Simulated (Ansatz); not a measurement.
Ti (P6_3/mmc), clamped-ion strain scan

Computed with DFT PBEsol, scalar-relativistic, plane waves, PAW in Ansatz. Cutoff 420 eV, Γ-centred 18×18×10 k-points, Gaussian smearing of 0.15 eV. No spin polarisation. Energies are free energies at this smearing, counted from the undisturbed cell; pressure is positive in compression.

Zero of the scan (as given, not relaxed at this level; it stands at -5.9 GPa):

```
Ti
1.0
     2.95000    0.00000    0.00000
    -1.47500    2.55477    0.00000
     0.00000    0.00000    4.68600
Ti
2
Direct
  0.33333 0.66667 0.25000
  0.66667 0.33333 0.75000
```

The cell is strained by ε times the Voigt pattern (1, 1, 0, 0, 0, 0) (xx, yy, zz, yz, xz, xy; engineering shear) with fractional coordinates fixed. The cell is metallic on the mesh throughout.

Question: Over the sampled range (-0.0600 to 0.0600), is the undisturbed cell the lowest point?

Answer: No: the energy is lower at ε = -0.0300, -12.9 in ΔE (meV/atom).

Question: Which end lies higher in energy, -0.0600 or +0.0600?

Answer: +0.0600: 156.1 against 29.4.

The scan:

| ε | ΔE (meV/atom) |
| --- | --- |
| -0.0600 | 29.4 |
| -0.0450 | 0.9 |
| -0.0300 | -12.9 |
| -0.0150 | -12.8 |
| 0.0000 | 0.0 |
| 0.0150 | 24.4 |
| 0.0300 | 59.3 |
| 0.0450 | 103.5 |
| 0.0525 | 128.8 |
| 0.0600 | 156.1 |